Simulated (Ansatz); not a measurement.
TaRu (L1₀ or tetragonal B2, space group No. 123) at seven volumes, DFT-PBEsol in the program Ansatz with PAW potentials, shape and atoms relaxed at each. One row is withheld.

| V (Å³/atom) | P (GPa) |
|---|---|
| 14.091 | 31.44 |
| 14.556 | 19.25 |
| 15.021 | 8.87 |
| 15.485 | 0.01 |
| 15.950 | -7.55 |
| 16.414 | -14.00 |
| 16.879 | ? |

Q: Fit the shown pressures and predict the withheld one.

A: P = (3/2)B₀(x^(7/2) − x^(5/2))[1 + (3/4)(B′ − 4)(x − 1)] with x = (V₀/V)^(2/3). Least squares on the six rows gives V₀ = 15.486 Å³/atom, B₀ = 272 GPa, B′ = 4.25. At V = 16.879, x = 0.9442 and P = -19.52 GPa. The run itself gave -19.52 GPa.

Space group P4/mmm (L1₀ or tetragonal B2). The workflow started from an entry of the Crystallography Open Database (COD), which files this formula under 2 space groups. Its standing as an ambient phase is unchecked. The PBEsol relaxation kept the symmetry of its start; of distortions, only those at the zone centre were tested. No spin polarisation was allowed. Spin–orbit coupling is left out wherever it is not named.

Potentials: the later of the program's two PAW sets.
